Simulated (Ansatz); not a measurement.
MgBi$_{2}$TeO$_{6}$: reading a single point

```
O Bi Te Mg
1.0
     0.00000    4.08370    4.08370
     4.08370    0.00000    4.08370
     4.08370    4.08370    0.00000
O Bi Te Mg
6 2 1 1
Direct
  0.73920 0.26080 0.26080
  0.26080 0.73920 0.26080
  0.26080 0.73920 0.73920
  0.73920 0.26080 0.73920
  0.26080 0.26080 0.73920
  0.73920 0.73920 0.26080
  0.25000 0.25000 0.25000
  0.75000 0.75000 0.75000
  0.50000 0.50000 0.50000
  0.00000 0.00000 0.00000
```

Method: PBE, no spin polarisation; PAW, plane waves to 420 eV, 7×7×7 Γ-centred mesh, gaussian occupations (width 0.1029 eV) (Ansatz 0.2.0), atoms fixed.

What does the stress say?

The pressure is -0.4 GPa (compression positive), so with the atoms held at these fractions the cell is close to zero pressure.

What do density and ELF say about some of the short contacts?

O–Te at 1.95 Å: least valence density 0.91 e/Å³ and ELF 0.42 there. O–Mg at 2.13 Å: least valence density 0.22 e/Å³ and ELF 0.04 there. Bi–O at 2.89 Å: least valence density 0.16 e/Å³ and ELF 0.14 there. Both are smooth PAW fields, read partly inside the augmentation spheres.

What is the formation energy?

-1.04 eV an atom against the elements' usual phases (free molecules for gases, crystals otherwise, with no correction for O₂ or N₂), so it is bound against them; other compounds may still compete. Relaxing would lower it.

Which atom feels the largest force, and which way?

The largest is on O6 (and as large on other atoms): 0.73 eV/Å, components (0.00, 0.00, 0.73). It makes 180° with the line to a nearest neighbour, Te9 at 1.95 Å, pointing away from it.

Is there a gap?

It is a metal, with about 3.2 states/eV a cell as the mean within 0.25 eV of the Fermi level, mostly Bi p (62 %) and O p (20 %).

How is the charge shared?

Bader charges in e: Mg +1.75, Bi +1.38, Te +3.15, O -1.28. In the mean Te gives up most and O takes most.

Origin: a known structure type with other elements, at an estimated volume, so it need not be a known compound. Caveats: many states at the Fermi level without spin polarisation, so a magnetic state may lie lower.
